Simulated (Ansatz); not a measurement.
**Ba2Cd3P4H2O16 — ¹⁷O NMR of the central transition**

Cell: a measured structure from the Crystallography Open Database (COD), ions relaxed with PBE at fixed cell.

Space group P2_1/c (No. 14); a = 8.0920, b = 9.1506, c = 9.8208 Å, β = 100.87°.

```csv
site,Wyckoff,site symmetry,x,y,z
Ba,4e,1,0.0777,0.0203,0.2333
Cd5,2d,-1,0.5000,0.0000,0.5000
Cd7,4e,1,0.6077,0.1392,0.1078
H,4e,1,0.1080,0.1659,0.5817
P15,4e,1,0.3605,0.2977,0.2721
P19,4e,1,0.8566,0.2161,0.4478
O23,4e,1,0.3889,0.1343,0.3100
O27,4e,1,0.1678,0.3264,0.2295
O31,4e,1,0.4354,0.3996,0.3946
O35,4e,1,0.4448,0.3252,0.1448
O39,4e,1,0.8506,0.3777,0.4959
O43,4e,1,0.0478,0.1629,0.4778
O47,4e,1,0.7526,0.1220,0.5301
O51,4e,1,0.8116,0.2019,0.2894
```

One atom of each set is listed.

Method: Kohn–Sham DFT in Ansatz, PBE, plane waves and PAW (field gradients read without the response of the frozen cores, which leaves them typically 4 to 6 % off), scalar-relativistic, 420 eV cutoff, Γ-centred 3×3×3 k-points, Fermi–Dirac smearing 0.02 eV.

¹⁷O has I = 5/2 and Q = -25.58 mb (Pyykkö 2018); at 9.4 T its Larmor frequency is ν₀ = 54.3 MHz. Only the quadrupole interaction is simulated: positions count from each site's isotropic chemical shift, and shift anisotropy, dipolar and J coupling are left out.

**Question.** What does the ¹⁷O spectrum (static powder) show for each site?

**Answer.** 

| site | first shell | C_Q (MHz) | η | P_Q (MHz) | δ_QIS (ppm) | breadth (kHz) |
| --- | --- | --- | --- | --- | --- | --- |
| O23 | 1 P at 1.55 Å, 1 Cd at 2.27 Å, angle 138°; also 1 Ba at 2.70 Å, 1 Cd at 2.90 Å | -5.63 | 0.20 | 5.66 | -65.3 | 21.4 |
| O27 | 1 P at 1.56 Å; also 1 H at 1.44 Å, 2 Ba at 2.74–2.90 Å | -5.41 | 0.13 | 5.42 | -59.8 | 18.7 |
| O31 | 1 P at 1.55 Å, 2 Cd at 2.22–2.31 Å | -5.66 | 0.88 | 6.35 | -82.2 | 33.3 |
| O35 | 1 P at 1.55 Å, 2 Cd at 2.22–2.24 Å | -5.81 | 0.74 | 6.31 | -81.0 | 32.4 |
| O39 | 1 P at 1.56 Å; also 1 Cd at 2.43 Å, 2 Ba at 2.76–2.84 Å | -5.00 | 0.30 | 5.07 | -52.4 | 18.2 |
| O43 | 1 H at 1.05 Å, 1 P at 1.60 Å, angle 115°; also 1 Ba at 2.78 Å | -6.57 | 0.86 | 7.33 | -109 | 44.3 |
| O47 | 1 P at 1.54 Å, 1 Cd at 2.30 Å, angle 140°; also 1 Cd at 2.66 Å, 1 Ba at 2.79 Å | -5.57 | 0.25 | 5.63 | -64.5 | 21.9 |
| O51 | 1 P at 1.54 Å, 1 Cd at 2.26 Å, angle 145°; also 2 Ba at 2.85–3.07 Å | -5.78 | 0.16 | 5.81 | -68.8 | 22.1 |

δ_QIS = −(ν_Q²/30ν₀²)[I(I+1) − 3/4](1 + η²/3) × 10⁶ ppm with ν_Q = 3|C_Q|/[2I(2I−1)]; it falls as 1/B₀² in ppm, and the breadth as 1/B₀ in kHz.

At O23, O47 and O51 V_zz points along the shorter of its two bonds, to P (within 6°) in each case. At O27 and O39 V_zz points along its bond to P (within 7°) in each case. At O35 V_zz points along its shortest bond, to P (within 4°).

Without spin–orbit coupling (the program notes it for Cd) the gradients are little affected as a rule: paired runs on crystals with a gap mostly move them by under 2 % at such atoms. The entry's hydrogen positions were far off; the other atoms hardly move on relaxation.

The run took 63 s of wall time (4.1 min of CPU time) and 4.1 GiB at its peak, on 4 threads of Arm Neoverse V2 (aarch64; 8 cores open to the job, memory cap 8.0 GiB, no GPU), a shared host with a load of 0.5 a core.
